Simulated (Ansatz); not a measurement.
TaC (rock salt, space group No. 225) at seven volumes, DFT-PBE in the program Ansatz with PAW potentials, scaled uniformly. One row is withheld.

```tsv
V (Å³/atom)	P (GPa)
10.197	37.29
10.533	22.86
10.869	10.53
11.205	-0.01
11.541	-9.02
11.877	-16.73
12.214	?
```

**Question.** Fit the shown pressures and predict the withheld one.

**Answer.** Third-order Birch–Murnaghan: P = (3/2)B₀(x^(7/2) − x^(5/2))[1 + (3/4)(B′ − 4)(x − 1)] with x = (V₀/V)^(2/3). Least squares on the six rows gives V₀ = 11.205 Å³/atom, B₀ = 324.5 GPa, B′ = 4.20. At V = 12.214, x = 0.9441 and P = -23.35 GPa. The run itself gave -23.32 GPa.

Space group Fm-3m (rock salt). The PBE relaxation kept the symmetry of its start. No spin polarisation was allowed. Spin–orbit coupling is left out wherever it is not named.

Potentials: the earlier of the program's two PAW sets.
